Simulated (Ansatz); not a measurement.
Si: energy along a strain

Si, I4/mmm, a = 6.651 Å, c = 3.845 Å (as given, not relaxed at this level: 0.1 GPa). This isn't the element's structure at ambient conditions. Ansatz: r2SCAN, PAW, 500 eV, Γ-centred 10×10×10 mesh on 4 atoms, Gaussian smearing 0.03 eV; no spin polarisation. Cell vectors (Å): -3.325 3.325 1.922; 3.325 -3.325 1.922; 3.325 3.325 -1.922. The cell is strained by x per cent times the pattern (1 -1 0 0 0 0) in the order xx yy zz yz xz xy (engineering shears), with fractional coordinates held. y is the free energy over the start, V0 = 21.259 Å³/atom. Symmetry makes y even in x. Points with a strain past 8.5 % were computed too (4) and aren't used here.

| x (%) | y (meV/atom) |
| --- | --- |
| -7.50 | 152.13 |
| 0.00 | 0.00 |
| 1.87 | 9.13 |
| 3.75 | ? |
| 5.62 | 84.05 |

Problem. Fit y = c2 x² + c4 x⁴ to the other rows, get the stiffness along the pattern, and predict the missing energy.

Solution. Least squares on the rows shown. y = 2.6055 x² + 0.0017609 x⁴. The clamped-ion stiffness p·C·p = 2 × 26.05 eV × 160.2 / 21.259 Å³ = 393 GPa. At x = 3.75 the fit asked for gives 36.99 meV/atom. The run gave 36.97 meV/atom, so the fit is 0.02 meV/atom too high, a small miss on the scale of the series.

Cost: 9 runs of about 2.3 core-minutes in all, on Intel Xeon Platinum 8488C (Sapphire Rapids) (shared hosts).